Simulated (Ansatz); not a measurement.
Theory: Ansatz, DFT PBE, scalar-relativistic, plane waves, PAW. Settings: cutoff 420 eV, Γ-centred meshes spaced at most about 0.3 Å⁻¹, and about 0.25 Å⁻¹ or finer for metals (2π included), Gaussian smearing. No spin polarisation in the final relaxations.

Temperature and zero-point effects are left out. All come from trial cells, and lower structures may exist.

Question: Which of these relaxed structures of ScIn3N2 is the lowest in energy?
A.

```
Sc In N
1.0
     3.07407    0.00000    0.00000
     0.00000    3.07407    0.00000
     0.00000    0.00000   14.37013
Sc In N
1 3 2
Direct
  0.00000 0.00000 0.50000
  0.00000 0.00000 0.00000
  0.00000 0.00000 0.74076
  0.00000 0.00000 0.25924
  0.50000 0.50000 0.00000
  0.50000 0.50000 0.50000
```

B.

```
Sc In N
1.0
     6.09815    0.00000    0.00000
    -3.04907    5.28115    0.00000
     0.00000    0.00000    3.30888
Sc In N
1 3 2
Direct
  0.00000 0.00000 0.00000
  0.50000 0.50000 0.50000
  0.00000 0.50000 0.50000
  0.50000 0.00000 0.50000
  0.33333 0.66667 0.00000
  0.66667 0.33333 0.00000
```

C.

```
Sc In N
1.0
     3.55038    2.04981    4.37790
    -3.55038    2.04981    4.37790
     0.00000   -4.09962    4.37790
Sc In N
1 3 2
Direct
  0.00000 0.00000 0.00000
  0.00000 0.00000 0.50000
  0.50000 0.00000 0.00000
  0.00000 0.50000 0.00000
  0.45780 0.45780 0.45780
  0.54220 0.54220 0.54220
```

Answer: A. It has space group P4/mmm (No. 123); the next, C, with space group R-3m (No. 166), lies 0.43 eV/atom higher. Counting N atoms around In and Sc (those within 1.25 times the shortest such distance or 1.15 times the sum of covalent radii; a plus sign parts nearer from farther groups; the shortest distance is added where it is long for a bond; a slash parts the counts of unlike sites), the lowest has Sc 4, In 4/8 from 4.1 Å and the next has Sc 6+6 from 4.4 Å, In 4+2 from 3.6 Å. The next holds N–N pairs as short as in free N₂ molecules (shortest 1.11 Å); in the lowest the shortest N–N distance is 3.07 Å.

No dispersion correction is applied, so the spacing and binding between layers, chains or molecules are poorly described (P4/mmm), and this can change margins and order among such cells. A magnetic state wasn't ruled out in cells without spin, among them P4/mmm. Cells relaxed within their symmetry can be saddle points. Some types were kept out of the candidates beforehand, so the set may lack a known form.
